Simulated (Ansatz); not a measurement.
Computed with DFT PBE, scalar-relativistic, plane waves, PAW, and for the lanthanide a 4f-in-core norm-conserving potential, in Ansatz. All cells share a 690 eV cutoff and Γ-centred k meshes spaced at most about 0.3 Å⁻¹ (about 0.25 or finer for metals, 2π included). No spin polarisation in the final relaxations.

These are static total energies at zero pressure. All come from trial cells, and lower structures may exist.

Question: Order these relaxed structures of Ho3PRu by energy, lowest first, with the energy over the lowest of them.
A. Space group P6/mmm (No. 191), hexagonal, a = 6.165 Å, c = 4.318 Å. Ho is surrounded by 4 Ho at 3.08 Å and 2 Ru at 3.08 Å; P has 2 Ru at 2.16 Å and 12 Ho at 3.76 Å; around Ru lie 2 P at 2.16 Å and 6 Ho at 3.08 Å.
B. Space group Pm-3m (No. 221), cubic, a = 5.111 Å. Around Ho lie 2 P at 2.56 Å, 4 Ru at 3.61 Å and 8 Ho at 3.61 Å; around P lie 6 Ho at 2.56 Å; Ru is surrounded by 12 Ho at 3.61 Å.
C. Space group Pm-3m (No. 221), cubic, a = 5.169 Å. Ho is surrounded by 2 Ru at 2.58 Å, 4 P at 3.65 Å and 8 Ho at 3.65 Å; P is surrounded by 12 Ho at 3.65 Å; Ru has 6 Ho at 2.58 Å.

Answer: C (0 meV/atom), B (63 meV/atom), A (268 meV/atom). Forms: C antiperovskite type, Pm-3m; B antiperovskite type, Pm-3m; A P6/mmm. Counting Ho or Ru atoms around P (for each partner element, those within 1.25 times its shortest distance or 1.15 times the sum of covalent radii, where it is the nearest in units of that sum or under 1.3; a plus sign parts groups by distance over the sum of covalent radii; the shortest distance is added where it exceeds 1.18 times the sum of covalent radii): C has P 12 from 3.7 Å; B has P 6; A has P 2+12.

Cells relaxed within their symmetry can be saddle points. Some structure types and database cells were kept out of the candidates from the start, so a known form may be missing.

The lanthanide is trivalent by construction, without f bands, f moments or other valences.
